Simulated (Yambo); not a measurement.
MgO (rock salt, space group Fm-3m, No. 225), G0W0@LDA in Yambo with this input:

```
rim_cut
gw0
dyson
el_el_corr
HF_and_locXC
ppa
em1d
RandQpts= 1000000
RandGvec= 1 Ry
EXXRLvcs= 84 Ry
VXCRLvcs= 336 Ry
Chimod= "HARTREE"
% BndsRnXp
 2 | 71 |
%
NGsBlkXp= 14 Ry
% LongDrXp
 1.0 | 1.0 | 1.0 |
%
PPAPntXp= 27.2114 eV
% GbndRnge
 1 | 71 |
%
GTermKind= "BG"
DysSolver= "n"
ExtendOut
```

On a 6×6×6 mesh, with wavefunctions cut at 84 Ry, the gap (Γ → Γ) is 7.880 eV and the valence edge shifts by -1.552 eV.

Question: What happens with this change: exchange cut at 20 Ry?

Answer: The gap falls by 0.096 eV, to 7.784 eV; the shift of the valence edge becomes -1.126 eV. Neither run is shown to be the converged limit.

Geometry relaxed with LDA; primitive cell a = b = c = 2.9414 Å, α = β = γ = 60.00°.

A shift is the quasiparticle energy of the state minus its LDA energy.
